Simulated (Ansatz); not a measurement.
NbSi2:
```xyz
9
Lattice="4.7691 0.0000 0.0000 -2.3846 4.1302 0.0000 0.0000 0.0000 6.5715" Properties=species:S:1:pos:R:3 pbc="T T T"
Nb     2.3846     0.0000     3.2857
Nb     1.1923     2.0651     5.4762
Nb    -1.1923     2.0651     1.0952
Si     0.0000     1.3174     3.2857
Si     3.6282     0.6587     5.4762
Si     1.2436     3.4715     1.0952
Si     2.3846     2.8128     3.2857
Si    -1.2436     3.4715     5.4762
Si     1.1409     0.6587     1.0952
```

Relaxed with PBEsol. Special points in fractions of this cell's reciprocal vectors: Γ (0.000, 0.000, 0.000); M (0.500, 0.000, 0.000); K (0.333, 0.333, 0.000); A (0.000, 0.000, 0.500); L (0.500, 0.000, 0.500); H (0.333, 0.333, 0.500).

**Question.** List the band energies nearest the Fermi level at these points for DFT-PBEsol in the program Ansatz with PAW potentials.

**Answer.** In eV from the Fermi level; about four levels below and three above (degenerate sets whole), none deeper than 8.9 eV; points with the same levels are listed once.

| k | below | above |
|---|---|---|
| Γ | -2.12 -1.98 -1.98 -1.03 | 0.75 3.25 3.35 |
| M | -1.96 -1.06 -0.75 -0.16 | 0.03 0.76 1.22 |
| K | -1.79 -1.79 -1.64 -1.64 -1.58 | 0.31 0.31 0.45 |
| A | -2.16 -1.50 -1.37 -1.37 | 0.93 0.93 2.83 2.83 |
| L | -1.86 -1.68 -0.66 -0.24 | 1.44 1.84 2.35 |
| H | -0.75 -0.75 -0.18 -0.18 | 0.80 2.04 2.16 2.16 |

Space group P6_222. The cell was relaxed with PBEsol under the symmetry of its start; of distortions, only those at the zone centre were tested. The run is not spin-polarised. Spin–orbit coupling is left out wherever it is not named.

Potentials: the later of the program's two PAW sets.
